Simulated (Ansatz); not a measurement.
Level of theory: Ansatz 0.2.0, DFT PBE, scalar-relativistic, plane waves, PAW, and for the lanthanide a 4f-in-core norm-conserving potential. Cutoff 770 eV, Γ-centred meshes of about 0.25 Å⁻¹ or finer for metals and 0.3 Å⁻¹ for insulators (2π included), Gaussian smearing. No spin polarisation.

All energies are static (0 K, no zero-point motion).

Two relaxed structures of ErSc₂Sb₃:

A.

```
CELL_PARAMETERS angstrom
4.16160 0.00000 0.00000
0.00000 4.16160 0.00000
0.00000 0.00000 11.74497
ATOMIC_POSITIONS crystal
Er 0.50000 0.50000 0.00000
Sc 0.00000 0.00000 0.24445
Sc 0.00000 0.00000 0.75555
Sb 0.00000 0.00000 0.00000
Sb 0.50000 0.50000 0.73059
Sb 0.50000 0.50000 0.26941
```

B.

```
CELL_PARAMETERS angstrom
4.22562 0.00000 0.00000
-2.11281 3.65950 0.00000
0.00000 0.00000 10.33405
ATOMIC_POSITIONS crystal
Er 0.00000 0.00000 0.00000
Sc 0.33333 0.66667 0.66200
Sc 0.66667 0.33333 0.33800
Sb 0.33333 0.66667 0.17736
Sb 0.66667 0.33333 0.82264
Sb 0.00000 0.00000 0.50000
```

Task: Which is lower in energy, and by how much?

Result: B is lower, by 209 meV/atom. A has space group P4/mmm (No. 123), 33.9 Å³/atom and no gap on its mesh; B has Er and Sc ordered on rock salt sites, space group P-3m1 (No. 164), 26.6 Å³/atom and no gap. Counting Sb atoms around Er and Sc (those within 1.25 times the shortest such distance or 1.15 times the sum of covalent radii), A has Er 6, Sc 5 and B has Er 6, Sc 6. Both come from trial cells of a structure search.

No dispersion correction is applied, so the spacing and binding between layers, chains or molecules are poorly described (P4/mmm), and this can change margins and order among such cells. These runs have no spin–orbit coupling, which can matter for Sb. Trial moments fell under 0.15 μB along the way in P4/mmm and P-3m1; another start might hold them. Cells relaxed within their symmetry can be saddle points.

The lanthanide is trivalent by construction, without f bands, f moments or other valences.
